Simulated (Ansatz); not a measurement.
In:
```
CELL_PARAMETERS angstrom
     -1.68669     1.68669     2.24620
      1.68669    -1.68669     2.24620
      1.68669     1.68669    -2.24620
ATOMIC_POSITIONS crystal
  In 0.00000 0.00000 0.00000
```

Relaxed with PBEsol. Special points in fractions of this cell's reciprocal vectors: Γ (0.000, 0.000, 0.000); X (0.000, 0.000, 0.500); P (0.250, 0.250, 0.250); N (0.000, 0.500, 0.000); M (0.500, 0.500, -0.500); S (0.391, 0.609, -0.391); S0 (-0.391, 0.391, 0.391); R (-0.282, 0.282, 0.500); G (0.500, 0.500, -0.282).

List the band energies nearest the Fermi level at these points for PBEsol in the plane-wave PAW code Ansatz.

In eV from the Fermi level; about four levels below and three above (degenerate sets whole), none deeper than 8.9 eV; … stands for higher levels left out; points with the same levels are listed once.

```csv
k,below,above
Γ,–,10.66 10.82 10.82
X,-2.52 -2.42,4.21 4.53 …
P,-1.76 -0.16 -0.16,1.15 …
N,-4.35 -3.50,7.98 8.87 …
M,-1.87 -1.35,3.51 3.51 …
S,-1.65 -1.03,0.39 4.31 …
R,-1.36 -0.25,0.06 1.56 …
```

Space group I4/mmm (body-centred tetragonal). Its axis ratio c/a = 1.33 departs by over 6 % from that of the usual cell of this phase: another minimum, or an error of the functional. The cell was relaxed with PBEsol under the symmetry of its start; whether a distortion lowers the energy is not shown. Spin–orbit coupling is left out wherever it is not named.

Potentials: the earlier of the program's two PAW sets.
